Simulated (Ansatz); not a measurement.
The relaxed structure here is a generated cell of CdS: the first start was made by a random draw of sites in a space group, and the end was not matched to a known phase here, so it may be hypothetical. Known forms of CdS include space group No. 186, 216.

The end point of a relaxation of CdS. Space group P1 (No. 1). Level of theory: PBE (plane waves to 420 eV, PAW, scalar-relativistic; Ansatz, an electronic-structure program).

```cif
data_Cd6S6
_chemical_formula_sum 'Cd6 S6'
_space_group_name_H-M_alt 'P1'
_space_group_IT_number 1
_space_group_name_Hall 'P 1'
_cell_length_a 4.14511
_cell_length_b 6.71856
_cell_length_c 12.12219
_cell_angle_alpha 89.076
_cell_angle_beta 80.738
_cell_angle_gamma 85.487
loop_
_space_group_symop_operation_xyz
  'x, y, z'
loop_
_atom_site_label
_atom_site_type_symbol
_atom_site_symmetry_multiplicity
_atom_site_Wyckoff_symbol
_atom_site_fract_x
_atom_site_fract_y
_atom_site_fract_z
_atom_site_occupancy
Cd1 Cd 1 a 0.44171 0.93256 0.96038 1
Cd2 Cd 1 a 0.22336 0.74813 0.46531 1
Cd3 Cd 1 a 0.64773 0.25593 0.59221 1
Cd4 Cd 1 a 0.65015 0.00565 0.24417 1
Cd5 Cd 1 a 0.04106 0.42262 0.82703 1
Cd6 Cd 1 a 0.05417 0.51823 0.15422 1
S1 S 1 a 0.97519 0.70150 0.96702 1
S2 S 1 a 0.70033 0.97552 0.45602 1
S3 S 1 a 0.11313 0.47692 0.60709 1
S4 S 1 a 0.18073 0.13822 0.14169 1
S5 S 1 a 0.57458 0.19855 0.81352 1
S6 S 1 a 0.48355 0.63334 0.26193 1
```

Estimate the band gap that PBE returns for this input.

1.08 eV, direct at Γ (no spin-orbit coupling).

No spin polarisation in the result.

It was reached from a disturbed copy of a R-3m (No. 166) cell, against which it lies -0.56 eV/atom.
